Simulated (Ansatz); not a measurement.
MoW:
```yaml
crystal:
  lattice:
    - [0.00000, 2.58997, 2.58997]
    - [2.58997, 0.00000, 2.58997]
    - [2.58997, 2.58997, 0.00000]
  atoms:
    - { symbol: Mo, position: [0.00000, 0.00000, 0.00000] }
    - { symbol: W, position: [0.50000, 0.50000, 0.50000] }
```

Relaxed with PBEsol. Special points in fractions of this cell's reciprocal vectors: Γ (0.000, 0.000, 0.000); X (0.500, 0.000, 0.500); U (0.625, 0.250, 0.625); K (0.375, 0.375, 0.750); L (0.500, 0.500, 0.500); W (0.500, 0.250, 0.750).

Q: List the band energies nearest the Fermi level at these points for PBEsol in the plane-wave PAW code Ansatz.

A: In eV from the Fermi level; about four levels below and three above (degenerate sets whole), none deeper than 8.9 eV; points with the same levels are listed once.

| k | below | above |
|---|---|---|
| Γ | -4.43 -4.43 -4.01 -4.01 -4.01 | 4.42 4.42 4.42 |
| X | -4.47 -3.46 -2.54 -0.34 | 0.70 0.70 1.59 1.59 |
| U | -2.71 -2.51 -2.42 -0.26 | 1.68 1.89 2.41 |
| L | -1.27 -1.27 -1.05 -1.05 | 0.42 0.42 0.83 0.83 |
| W | -3.68 -3.03 -0.47 -0.42 | 0.88 1.37 2.90 2.90 |

Space group Fm-3m (rock salt). The start of the workflow was typed in or built on a structure type; neither database checked (COD, Materials Project) lists it. Whether it is the stable phase at ambient conditions was not checked. The cell was relaxed with PBEsol under the symmetry of its start. At this level the phase is mechanically unstable. No spin polarisation was allowed. Its formation energy is positive at this level, so the cell may be metastable or incomplete. Spin–orbit coupling is left out wherever it is not named.

Potentials: the earlier of the program's two PAW sets. The files were generated under PBE; for other functionals the program regenerates the frozen cores, and for LDA and PBEsol the local potential too.
